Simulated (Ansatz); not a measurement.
## Find the missing element

Cell vectors (Å):

```
3.9778 0.0000 0.0000
0.0000 3.9778 0.0000
0.0000 0.0000 3.9778
```

```tsv
atom	a	b	c
X	0.0000	0.0000	0.0000
Tl	0.5000	0.5000	0.5000
```

Level of theory: r²SCAN, PAW on Ansatz 0.2.0's default frozen-core files (fitted under PBE), scalar-relativistic. k mesh 12×12×12, strains of ±0.005, Fermi-Dirac smearing of 0.050 eV.

Elastic constants of a crystal by Kohn-Sham DFT: slopes of the stress over finite engineering strains of the given cell, Voigt indices, Cartesian axes as in the cell vectors.

```
index  elastic (GPa)
   11           60.6
   12           46.7
   44             30
```

Task: All X atoms are one element. Which one was computed?

Result: La; the crystal is LaTl (Pm-3m).

Caveats: frozen-core PAW files fitted under PBE, their cores solved anew for the functional of the run; responses of metals move with mesh and smearing; the softest shear constant rests on one k mesh, and a soft shear can herald a distortion on cooling; no spin-orbit coupling on heavy atoms.
